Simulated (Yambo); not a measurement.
SiO$_{2}$ (space group Ama2, No. 40), G0W0@PBEsol in Yambo with this input:

```
rim_cut
gw0
dyson
el_el_corr
HF_and_locXC
ppa
em1d
RandQpts= 1000000
RandGvec= 1 Ry
EXXRLvcs= 84 Ry
VXCRLvcs= 336 Ry
Chimod= "HARTREE"
% BndsRnXp
 1 | 261 |
%
NGsBlkXp= 7 Ry
% LongDrXp
 1.0 | 1.0 | 1.0 |
%
PPAPntXp= 27.2114 eV
% GbndRnge
 1 | 261 |
%
GTermKind= "BG"
DysSolver= "n"
ExtendOut
```

On a 1×2×2 mesh, with wavefunctions cut at 84 Ry, the gap (Γ → Γ) is 8.703 eV and the valence edge shifts by -1.821 eV.

Question: What happens with this change: 1 Ry block?

Answer: The gap rises by 0.847 eV, to 9.550 eV; the shift of the valence edge becomes -2.607 eV. Neither run is shown to be the converged limit.

Geometry of the Materials Project entry, not relaxed at this level; primitive cell a = 8.277 Å, b = c = 5.055 Å, α = 121.21°, β = γ = 90.00°.

This is not the ordinary phase of the substance; no match was found in the copy of COD used, and its stability was not checked.

A shift is the quasiparticle energy of the state minus its PBEsol energy.
